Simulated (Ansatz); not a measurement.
Cs2WO2F4:
```yaml
crystal:
  lattice:
    - [5.54265, 3.10569, 0.00000]
    - [-5.54265, 3.10569, 0.00000]
    - [-0.15022, 0.00000, 5.00004]
  atoms:
    - { symbol: Cs, position: [0.67647, 0.32353, 0.30371] }
    - { symbol: Cs, position: [0.32353, 0.67647, 0.69629] }
    - { symbol: W, position: [0.00000, 0.00000, 0.00000] }
    - { symbol: O, position: [0.85833, 0.14167, 0.81010] }
    - { symbol: O, position: [0.14167, 0.85833, 0.18990] }
    - { symbol: F, position: [0.83991, 0.71435, 0.77500] }
    - { symbol: F, position: [0.16009, 0.28565, 0.22500] }
    - { symbol: F, position: [0.71435, 0.83991, 0.22500] }
    - { symbol: F, position: [0.28565, 0.16009, 0.77500] }
```

Relaxed with r²SCAN. Special points in fractions of this cell's reciprocal vectors: Γ (0.000, 0.000, 0.000); C (0.329, 0.329, 0.000); C2 (-0.329, 0.671, 0.000); Y2 (-0.500, 0.500, 0.000); M2 (-0.500, 0.500, 0.500); D (-0.323, 0.677, 0.500); D2 (0.323, 0.323, 0.500); A (0.000, 0.000, 0.500); L2 (0.000, 0.500, 0.500); V2 (0.000, 0.500, 0.000).

Question: List the band energies nearest the valence-band maximum at these points for r²SCAN in the plane-wave PAW code Ansatz.

Answer: In eV from the valence-band maximum; about four levels below and three above (degenerate sets whole), none deeper than 8.9 eV; points with the same levels are listed once.

```csv
k,below,above
Γ,-1.10 -0.45 -0.41 -0.11,2.85 4.51 4.64
C,-1.25 -0.59 -0.49 -0.07,2.91 4.57 4.58
Y2,-1.15 -0.50 -0.32 -0.11,2.84 4.63 4.73
M2,-1.19 -0.45 -0.39 -0.10,2.84 4.70 4.72
D,-1.20 -0.62 -0.47 -0.04,2.90 4.54 4.65
A,-1.20 -1.19 -0.50 -0.33 -0.02,2.86 4.57 4.60
L2,-1.18 -0.65 -0.48 -0.01,2.92 4.42 4.67
V2,-1.21 -0.72 -0.48 -0.07,2.93 4.42 4.64
```

Space group C2/m. The workflow started from a Materials Project entry (that database holds measured and hypothetical structures alike); the Crystallography Open Database copy checked does not list it. Whether it is the stable phase at ambient conditions was not checked. The r²SCAN relaxation kept the symmetry of its start; whether a distortion lowers the energy is not shown. The run is not spin-polarised. No Hubbard U is applied. Scalar-relativistic: spin–orbit coupling is off unless named, which matters more the heavier the elements.

Potentials: the later of the program's two PAW sets.
